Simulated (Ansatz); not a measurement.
input.yaml (Ansatz)

```yaml
crystal:
  lattice:
    - [-2.6447158335, 2.6447158335, 1.4440148451]
    - [2.6447158335, -2.6447158335, 1.4440148451]
    - [2.6447158335, 2.6447158335, -1.4440148451]
  atoms:
    - { symbol: Ge, position: [0.0, 0.0, 0.0] }
    - { symbol: Ge, position: [0.75, 0.25, 0.5] }
hamiltonian:
  xc: pbesol
  pseudopotentials:
    kind: paw
    azcp:
      Ge: "pseudopotentials/Ge.paw.azcp"
basis:
  ecutwfc: 420
  fft_grid_basis: typed
kpoints:
  mp_grid: { grid: [12, 12, 9], shift: [0, 0, 0] }
magnetization:
  spin_polarized: false
scf:
  occupations: { method: fermi_dirac, width: 0.1 }
relax:
  max_steps: 60
  f_tol: 0.01
  cell: {}
```

and its output:

```
Warning: the record states the generating functional pbe (its physics header spells it `PBE`), which answers neither for hamiltonian.xc's functional nor for the pbesol family's — results may be inconsistent (PPs are generated against a specific XC)
Warning: crystal.symmetry: narrowed to the stabiliser of the k-point mesh — unitary ops 16 → 4; excluded 12 operations that carry a point of the 12×12×9 mesh (shift [0, 0, 0]) off the mesh (the run samples exactly the mesh kpoints.mp_grid names, as under crystal.symmetry.detect: false, and its converged state has the mesh's symmetry, not the crystal's; ε∞, the Born charges and the force constants of a linear response (`dielectric:` by the response, `phonons.method: dfpt`) are averaged over those of the crystal's operations that the state keeps within a tolerance, where `mesh_tensors`, `unaveraged_element` or `gamma_mean_max_change_ev_ang2` stands beside them; a row that `dielectric.field_direction` solves alone is averaged likewise, with nothing beside; a Γ-centred mesh of equal divisions is mapped onto itself by every operation and keeps the whole group, as does a half-shifted one under kpoints.further_shifts: images)
Engine: ansatz 0.2.0, aarch64-unknown-linux-gnu
Pseudopotentials: kind: paw
Pseudopotential: Ge, paw, valence charge 14, recommended cutoff 420 eV (normal) 
Functional definition: PBEsol
  exchange = pbesol_x
  correlation = pbesol_c
Crystal: 2 atoms, lattice volume = 40.401 Å³
Basis set: ecut = 420 eV, 789 PW (Γ), exchange–correlation on 54×54×54 points (8 copies of the dense FFT grid, shifted against one another)
Bands: 18, of which v1, the nominal top of the filled ones, is band 14 counted from 1 (13 counted from 0)
Symmetry: 4 space group operations
k-points: 355 of 1296
Non-local potential: Ge, projectors of the file, l = 0: 2, l = 1: 2, l = 2: 3, l = 3: 1
PAW form: soft (Blöchl's): semilocal exchange-correlation on the pseudo side does not see the compensation charge
PAW frozen core: Ge, regenerated for the run's functional, and the local potential with it (the file was generated under x = pbe(κ = 0.804, μ = 0.2195149727645171), c = pbe(β = 0.06672455060314922))
PAW one-centre angular grid: Ge, 590 points (default); XC on 64 Gauss nodes
Initial density: superposition of atomic densities (neutral atoms: chi_scale 0, normalization atom), corrected by the library's trained network
Initial wavefunctions: pseudopotential atomic-orbital guess
Functional: x = pbesol(κ = 0.804, μ = 0.12345679012345678), c = pbesol(β = 0.046)
SCF iter   1: F=—  HF=-8506.601976 eV  |F-HF|=—  |Δ(HF+E_count)|=         —  Δρ=2.03e-3  dr2=1.29e-3  ethr=1.77e-3  ⟨swp⟩=5.0  Hψ=26104  notcnv=0
SCF iter   2: F=—  HF=-8506.600905 eV  |F-HF|=—  |Δ(HF+E_count)|=   1.07e-3  Δρ=1.14e-3  dr2=4.44e-4  ethr=4.62e-6  ⟨swp⟩=2.2  Hψ=13883  notcnv=0
SCF iter   3: F=—  HF=-8506.600888 eV  |F-HF|=—  |Δ(HF+E_count)|=   1.66e-5  Δρ=4.92e-4  dr2=1.00e-4  ethr=1.58e-6  ⟨swp⟩=1.0  Hψ=6390  notcnv=0
SCF iter   4: F=—  HF=-8506.600880 eV  |F-HF|=—  |Δ(HF+E_count)|=   8.63e-6  Δρ=6.77e-5  dr2=2.03e-6  ethr=3.57e-7  ⟨swp⟩=2.2  Hψ=7552  notcnv=0
SCF iter   5: F=—  HF=-8506.600879 eV  |F-HF|=—  |Δ(HF+E_count)|=   9.02e-7  Δρ=3.68e-5  dr2=2.62e-7  ethr=7.24e-9  ⟨swp⟩=2.0  Hψ=11383  notcnv=0
SCF iter   6: F=-8506.600878 eV  HF=-8506.600878 eV  |F-HF|=1.18e-9  |Δ(HF+E_count)|=   3.05e-7  Δρ=3.73e-6  dr2=5.67e-9  ethr=3.57e-10  ⟨swp⟩=4.0  Hψ=22838  notcnv=0
SCF 1 converged in 6 iterations: F = -8506.600878 eV  dr2 = 5.67e-9
relax step   1: F+E_penalty+E_count = -8506.60087832 eV  Δ(F+E_penalty+E_count) = +0.000e0 eV  max|allowed force component| = 6.236e-3 eV/Å  Δτ_max = 0.0000 Å  P = -6.095 GPa  Ω = 40.401 Å³  (6 SCF iters, dr2 threshold 1.00e-7 eV, accepted)
Crystal: 2 atoms, lattice volume = 35.081 Å³
...
Initial wavefunctions: pseudopotential atomic-orbital guess (no wavefunctions were taken with the density)
iter 1 solved again at ethr=1.02e-8 eV; its pass at ethr=3.10e-3 eV (dr2=2.85e-6 eV) is discarded
SCF iter   1: F=—  HF=-8506.678450 eV  |F-HF|=—  |Δ(HF+E_count)|=         —  Δρ=5.36e-5  dr2=2.58e-7  ethr=1.02e-8  ⟨swp⟩=3.0  Hψ=42681  notcnv=0
SCF iter   2: F=—  HF=-8506.678449 eV  |F-HF|=—  |Δ(HF+E_count)|=   9.06e-7  Δρ=6.11e-5  dr2=6.28e-7  ethr=9.22e-10  ⟨swp⟩=2.0  Hψ=11392  notcnv=0
SCF iter   3: F=—  HF=-8506.678449 eV  |F-HF|=—  |Δ(HF+E_count)|=   9.94e-8  Δρ=2.57e-5  dr2=1.25e-7  ethr=9.22e-10  ⟨swp⟩=3.0  Hψ=12050  notcnv=0
SCF iter   4: F=—  HF=-8506.678449 eV  |F-HF|=—  |Δ(HF+E_count)|=   7.06e-8  Δρ=3.42e-6  dr2=3.90e-9  ethr=4.48e-10  ⟨swp⟩=2.0  Hψ=11374  notcnv=0
SCF iter   5: F=—  HF=-8506.678449 eV  |F-HF|=—  |Δ(HF+E_count)|=   2.66e-9  Δρ=5.23e-7  dr2=9.47e-11  ethr=1.39e-11  ⟨swp⟩=2.0  Hψ=11379  notcnv=0
SCF iter   6: F=-8506.678449 eV  HF=-8506.678449 eV  |F-HF|=3.64e-12  |Δ(HF+E_count)|=  3.64e-11  Δρ=1.00e-7  dr2=4.15e-12  ethr=1.00e-12  ⟨swp⟩=5.0  Hψ=24398  notcnv=0
SCF 6 converged in 6 iterations: F = -8506.678449 eV  dr2 = 4.15e-12
relax step   6: F+E_penalty+E_count = -8506.67844936 eV  Δ(F+E_penalty+E_count) = +7.529e-4 eV  max|allowed force component| = 2.259e-4 eV/Å  Δτ_max = 0.0000 Å  P = +0.008 GPa  Ω = 36.702 Å³  stress off target by 1.22e-2 GPa  SCF on the basis re-selected at this cell (its energy is not comparable with the rows above)  (6 SCF iters)
basis re-selected at this cell: Δ(F+E_penalty+E_count) = +7.529e-4 eV, ΔP = +0.008 GPa vs the last step (what re-selecting the basis moved, of the pressure what is left beyond the Pulay correction that the steps carried, after the strain that the cell walked since its last selection, with what the two solves' SCF thresholds leave and, on support functions, any second-order correction that the steps lacked; it is no measure of the basis error at this ecutwfc). This SCF's stress stands 1.22e-2 GPa from its target on what of the cell is left free (relax.cell.stress_tol is 5.00e-2 GPa) and its largest allowed force component is 2.26e-4 eV/Å (relax.f_tol is 1.00e-2 eV/Å): within both
SCF converged after 6 iterations
Free energy (F): -8506.678449 eV
Harris-Foulkes:  -8506.678449 eV  (|F-HF|=3.64e-12)
Internal energy: -8506.654461 eV  (E = F + TS)
E sigma→0 (E₀):  -8506.666455 eV
Entropy (-TS):   -0.023988 eV (-11.994 meV/atom)
Fermi energy:    11.195722 eV
--- Per-component energies (eV) ---
  E_band       = -221.686913
  E_kinetic    = 222.506751
  E_local      = -4277.146347  (includes V_loc(G=0)·N_el)
  E_nonlocal   = 836.381770
  E_hartree    = 1872.851104
  E_xc         = -150.607356
  E_vxc        = -130.212617  (∫ρ·V_xc dr)
  E_paw        = -3954.121297  (= ΣΔE_a)
  E_vpaw       = -618.919349  (= ΣTr[D̂ρ^β])
  E_aug_tail   = 0.000595  (compensation charges beyond the density's cutoff)
  E_ewald      = -3058.355553
  E_core_change = 1.835872  (= ΣΔE_core)
  E_smearing   = -0.023988  (= −TS)
  E_closure    = 0.000000  (closes the sum)
  Σ components = -8506.678449   (vs F -8506.678449, Δ=0.00e0)
--- Forces (eV/Å), atoms counted from 1 ---
  atom   1  Ge     0.00022593    -0.00022593     0.00000000
  atom   2  Ge    -0.00022593     0.00022593    -0.00000000
  max |Σ_I F_I| component: 0.00e0 eV/Å
--- Stress (GPa, compression-positive) ---
        0.008876       0.002883      -0.001103
        0.002883       0.008876      -0.001103
       -0.001103      -0.001103       0.006966
  P = ⅓ Tr σ = 0.0082 GPa (0.082 kbar)
--- Relaxed structure (5 steps of the walk, 5 accepted, 1 SCFs on fresh bases) ---
  F+E_penalty+E_count = -8506.67844936 eV   max|allowed force component| = 2.259e-4 eV/Å   (the final SCF, on the basis selected at the relaxed cell)
  cell:  # Å, volume = 36.7016 Å³
    - [-2.549348353162458, 2.552745651128251, 1.4019379241252101]
    - [2.552745651128251, -2.549348353162458, 1.4019379241252101]
    - [2.5638447900309322, 2.5638447900309322, -1.3957157666787414]
  atoms:
    - { symbol: Ge, position: [-6.227055399145522e-5, 6.227055399145522e-5, 0.0] }
    - { symbol: Ge, position: [0.7500622705539917, 0.2499377294460085, 0.5000000000000001] }
```
